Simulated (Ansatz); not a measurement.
**W2Sb and the effect of the functional**

The cell as given:

Symmetry: Fm-3m, No. 225, cubic system. The conventional cell has a = 6.266 Å, b = 6.266 Å, c = 6.266 Å, α = 90.00°, β = 90.00°, γ = 90.00°. Around Sb (site symmetry m-3m) lie 8 W at 2.71 Å. W (site symmetry -43m) has 4 Sb at 2.71 Å as nearest neighbours.

The cell comes from a database or a generator and needn't be the stable form of this composition.

Kept alike: task relaxation of cell and atoms; k mesh 7 × 7 × 7; occupations fermi-dirac, width 0.05 eV; no spin polarisation. Program: Ansatz, Ansatz PAW, cutoff 420 eV. The mesh is that of the run's cell of 3 atoms. No spin-orbit coupling.

```csv
functional,volume (Å³/atom)
BLYP,21.428
LDA,19.479
PBE,20.502
PBEsol,19.855
RPBE,20.816
revPBE,20.726
```

Stopped at the starting cell, within the stress tolerance: PBE. The relaxations keep at least the cell's symmetry (Fm-3m). For a metal such a mesh leaves the last digits unconverged. Relaxations stop with a little pressure left, so the last digits of a volume or edge aren't settled. All rows use potentials made for PBE.

Problem. What does the functional change here?

Solution. The volume runs from 19.479 (LDA) to 21.428 Å³/atom (BLYP). From PBE: BLYP +0.926; LDA -1.023; PBEsol -0.647; RPBE +0.314; revPBE +0.224.
